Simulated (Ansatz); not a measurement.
BaMnGe in Ansatz, single run

input.yaml:

```yaml
crystal:
  lattice:
    - [4.498346, 0.0, 0.0]
    - [0.0, 4.498346, 0.0]
    - [0.0, 0.0, 7.688082]
  atoms:
    - { symbol: Mn, position: [0.0, 0.0, 0.0] }
    - { symbol: Mn, position: [0.5, 0.5, 0.0] }
    - { symbol: Ba, position: [0.5, 0.0, 0.6665] }
    - { symbol: Ba, position: [0.0, 0.5, 0.3335] }
    - { symbol: Ge, position: [0.5, 0.0, 0.2056] }
    - { symbol: Ge, position: [0.0, 0.5, 0.7944] }
  symmetry: { tolerance: 0.0003 }
kpoints:
  mp_grid: { grid: [4, 4, 3], shift: [0.5, 0.5, 0.5] }
magnetization:
  spin_polarized: false
scf:
  occupations: { method: fermi_dirac }
hamiltonian:
  pseudopotentials: { kind: paw }
  xc: r2scan
basis:
  ecutwfc: 500
output:
  forces: true
  stress: true
  eigenvalues: true
```

The command:

```bash
ansatz run input.yaml --threads 1 --pin off --max-ram 2560MiB --backend cpu --events-out ev --progress --plain --runs-dir out
```

Origin of the cell: a known structure type with other elements, at an estimated volume, so it need not be a known compound.

The smearing width isn't typed, so it takes its default of 0.1 eV.

Output (shortened):

```
Pseudopotentials: kind: paw
Pseudopotential: Mn, paw, valence charge 15, recommended cutoff 500 eV (meta_gga), Mn.paw.azcp
Pseudopotential: Ba, paw, valence charge 10, recommended cutoff 500 eV (meta_gga), Ba.paw.azcp
Pseudopotential: Ge, paw, valence charge 14, recommended cutoff 500 eV (meta_gga), Ge.paw.azcp
Functional definition: r2SCAN
  exchange = r2scan_x(k0 = k0, k1 = k1, a1 = a1)
  correlation = r2scan_c
Crystal: 6 atoms, lattice volume = 155.569 Å³
Basis set: ecut = 500 eV, 3961 PW (Γ), exchange–correlation on 144×144×240 points (64 copies of the dense FFT grid, shifted against one another)
Bands: 47, of which v1, the nominal top of the filled ones, is band 39 counted from 1 (38 counted from 0)
Symmetry: 16 space group operations
[… 11 lines left out …]
Initial density: superposition of atomic densities (neutral atoms: chi_scale 0, normalization atom), corrected by the library's trained network
Functional: x = r2scan, c = r2scan; τ floored in thin density (d = 2e-4 eV/Å³)
SCF iter   1: F=—  HF=-28340.261102 eV  Δρ=8.72e-3  dr2=1.66e-1  dr2_τ=5.72e-2
SCF iter   2: F=—  HF=-28340.490634 eV  Δρ=1.12e-2  dr2=3.89e-1  dr2_τ=1.78e-3
SCF iter   3: F=—  HF=-28340.494144 eV  Δρ=1.45e-2  dr2=3.73e-1  dr2_τ=3.72e-3
SCF iter   4: F=—  HF=-28340.471753 eV  Δρ=2.91e-3  dr2=2.89e-2  dr2_τ=3.28e-4
SCF iter   5: F=—  HF=-28340.469758 eV  Δρ=1.08e-3  dr2=1.45e-3  dr2_τ=3.40e-5
SCF iter   6: F=—  HF=-28340.470107 eV  Δρ=4.75e-4  dr2=2.32e-4  dr2_τ=2.85e-6
SCF iter   7: F=—  HF=-28340.470169 eV  Δρ=3.96e-4  dr2=3.24e-4  dr2_τ=2.12e-6
SCF iter   8: F=—  HF=-28340.470183 eV  Δρ=2.30e-4  dr2=6.77e-5  dr2_τ=1.01e-6
SCF iter   9: F=—  HF=-28340.470186 eV  Δρ=8.87e-5  dr2=1.97e-5  dr2_τ=1.06e-7
SCF iter  10: F=—  HF=-28340.470185 eV  Δρ=2.63e-5  dr2=7.95e-7  dr2_τ=1.51e-8
SCF iter  11: F=-28340.470186 eV  HF=-28340.470186 eV  Δρ=9.52e-6  dr2=4.90e-8  dr2_τ=1.25e-9
SCF 1 converged in 11 iterations: F = -28340.470186 eV  dr2 = 4.90e-8
SCF converged after 11 iterations
Free energy (F): -28340.470186 eV
Harris-Foulkes:  -28340.470186 eV  (|F-HF|=1.00e-8)
Internal energy: -28340.112549 eV  (E = F + TS)
E sigma→0 (E₀):  -28340.291367 eV
Entropy (-TS):   -0.357636 eV (-59.606 meV/atom)
Fermi energy:    10.113799 eV
--- Per-component energies (eV) ---
  E_band       = -961.442295
  E_kinetic    = 1166.370351
  E_local      = -12103.989903  (includes V_loc(G=0)·N_el)
  E_nonlocal   = 1440.387825
  E_hartree    = 5296.841926
  E_xc         = -667.079339
  E_vxc        = -746.741093  (∫ρ·V_xc dr)
  E_paw        = -17192.863442  (= ΣΔE_a)
  E_vpaw       = -1354.645307  (= ΣTr[D̂ρ^β])
  E_aug_tail   = 0.000023  (compensation charges beyond the density's cutoff)
  E_vtau       = 43.504407  (kinetic-family band-sum trace: ∫τ·v_τ [+ j·A + Jᵃ·Aᵃ] dr)
  E_ewald      = -6277.183205
  E_core_change = -2.596786  (= ΣΔE_core)
  E_smearing   = -0.357636  (= −TS)
  Σ components = -28340.470186   (vs F -28340.470186, Δ=0.00e0)
--- Forces (eV/Å), atoms counted from 1 ---
  atom   1  Mn     0.000000     0.000000    -0.000000
  atom   2  Mn     0.000000     0.000000     0.000000
  atom   3  Ba     0.000000     0.000000     0.558737
  atom   4  Ba     0.000000     0.000000    -0.558737
  atom   5  Ge     0.000000     0.000000    -2.528802
  atom   6  Ge     0.000000     0.000000     2.528802
  max |Σ_I F_I| component: 0.00e0 eV/Å
--- Stress (GPa, compression-positive) ---
       -8.286929       0.000000       0.000000
        0.000000      -8.286929       0.000000
        0.000000       0.000000      -6.617054
  P = ⅓ Tr σ = -7.7303 GPa (-77.303 kbar)
```

Caveats: no spin polarisation, so a magnetic state may lie lower; the k mesh is coarse if the cell is a metal.

It ran for 12 s on 1 thread of Arm Neoverse V1, with other jobs on the host, peak memory 0.76 GiB, from the program's own first density.
